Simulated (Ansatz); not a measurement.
BP (wurtzite, P6_3mc), plane-wave PAW LDA (Ansatz code). The conduction-band minimum lies at K, with 2 equivalent valleys. Second derivatives d²E/dk² of the lowest band at one valley (eV·Å²), along Cartesian directions:

```tsv
direction	d²E/dk²
[100]	18.17
[010]	18.17
[001]	31.19
[110]	18.17
[101]	24.68
[011]	24.68
```

Question: Find the principal effective masses, the density-of-states mass and the conductivity mass.

Answer: Off-diagonal terms follow from H_xy = H[110] − (H_xx + H_yy)/2, and m*/mₑ = 7.620 eV·Å² over each eigenvalue: 0.24, 0.42, 0.42. One valley's DOS mass (m₁m₂m₃)^(1/3) = 0.35, conductivity mass 3/(Σ 1/mᵢ) = 0.34 mₑ.

Question: What effective density of states Nc follows at 300 K for parabolic valleys?

Answer: Nc = 2.509e19 × 2 × (0.35)^(3/2) ≈ 1.0e19 cm⁻³.

Question: With the computed static dielectric constant 9.36 (mean of the diagonal), estimate a hydrogenic donor's binding energy and radius.

Answer: E = 13.606 eV × 0.34/9.36² ≈ 53 meV; a = 0.529 Å × ε/m* ≈ 15 Å. Semilocal masses tend to be too small where the gap is.

The first step of the workflow began from a Materials Project structure, measured or hypothetical; the Crystallography Open Database copy checked does not list it. It is not the phase usual at ambient conditions (space group No. 216). The LDA relaxation kept the symmetry of its start; phonons on a q-mesh show no instability.

Potentials: the earlier of the program's two PAW sets.
